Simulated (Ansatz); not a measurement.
Recipe of this trial structure of YCrC4N4: stacked square cyanide-bridged sheets (P4/mmm, No. 123). Its size is a rough estimate.

```cif
data_structure
_symmetry_space_group_name_H-M 'P4/mmm'
_symmetry_Int_Tables_number 123
_cell_length_a 7.5208
_cell_length_b 7.5208
_cell_length_c 4.0771
_cell_angle_alpha 90.000
_cell_angle_beta 90.000
_cell_angle_gamma 90.000
_cell_volume 230.61
loop_
_atom_site_label
_atom_site_type_symbol
_atom_site_symmetry_multiplicity
_atom_site_Wyckoff_symbol
_atom_site_fract_x
_atom_site_fract_y
_atom_site_fract_z
_atom_site_occupancy
Y1 Y 1 c 0.50000 0.50000 0.00000 1
Cr1 Cr 1 a 0.00000 0.00000 0.00000 1
C1 C 4 j 0.18221 0.81779 0.00000 1
N1 N 4 j 0.29222 0.70778 0.00000 1
```

Level of theory: DFT PBE, scalar-relativistic, plane waves, PAW (Ansatz). Cutoff 420 eV, Gaussian smearing, Γ-centred meshes. Cell and atoms relax first on a coarse mesh and then on a finer one. In between, the cell is made exact in the group found at 0.06 Å. In metals the finer mesh still leaves noise of several meV/atom or more. The steps can't lower the symmetry of their start. Collinear spin, starting moments Cr 3.0 μB.

A guess keeps its type if space group and coordination stay and the shape of the cell changes little (axis ratios within about 15 %, angles within 6°); the volume may change.

Q: Does this structure survive the relaxation?

A: It keeps its type. The symmetry stays P4/mmm (No. 123). The volume per atom grows by 3.7 %, from 23.1 to 23.9 Å³. The shortest distance stays 1.17 Å (C–N). The ratio c/a of the conventional cell changes by a factor of 0.92. Counting neighbours within 15 % of an atom's shortest distance, the start has C 1, Cr 4, N 1, Y 4 and the end C 1, Cr 4, N 1, Y 4.

The last run used collinear spin, a 6×6×10 mesh (in the run's order of axes) for its 10-atom cell and Gaussian smearing of 0.10 eV. In such compounds of Cr a zero gap at this level may well be an artefact, since no Hubbard U is applied. Another magnetic order may lie lower. Symmetry constrained the relaxation, so the result can be a saddle point. Another cell of YCrC4N4 relaxed alike, in P-43m, lies 59 meV/atom lower, so this cell isn't the stable form at this level.
